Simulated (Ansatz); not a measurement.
# GaN: computed property card

GaN:
```
GaN
1.0
    2.95817     0.00000     0.00000
   -1.47908     2.56185     0.00000
    0.00000     0.00000     5.03307
Ga N
2 2
Cartesian
  0.00000   0.00000   0.00000
  0.00000   0.00000   2.51654
  0.00000   1.70790   1.25827
  1.47908   0.85395   3.77480
```

Space group P6_3/mmc (No. 194), NiAs type; conventional cell a = 2.958 Å, b = 2.958 Å, c = 5.033 Å, α = 90.00°, β = 90.00°, γ = 120.00°.

Method: the program Ansatz at the HSE06 level (PAW). Structure relaxed to zero pressure with the same functional. Other levels are named where they apply.

Cell and energy:

```yaml
volume_per_atom: 9.54 Å³
density: 7.29 g/cm³
```

Electronic structure:

```yaml
band_gap: 2.69 eV (indirect)
valence_band_maximum: on the Γ–M line, 29 % of the way from Γ
conduction_band_minimum: at K (2 equivalent valleys)
smallest_direct_gap_on_the_standard_path: 3.12 eV
```

Mechanics:

```yaml
Bulk modulus (Birch–Murnaghan fit): 237 GPa
Pressure derivative B′: 4.4
```

Charges:

```yaml
bader_charges: Ga +1.73, N -1.73 e
```

The cell is a constructed one: a structure type filled with these elements; the Crystallography Open Database copy checked does not list it. It is not the phase usual at ambient conditions (space group No. 186, 216). The cell was relaxed with HSE06 under the symmetry of its start; its stability against distortions is not shown here. The hybrid was solved on a coarse mesh, the path and, where they were found, the r²SCAN edge points; its band edges are the extreme levels among these. Spin–orbit coupling is left out wherever it is not named.

Potentials: the later of the program's two PAW sets.
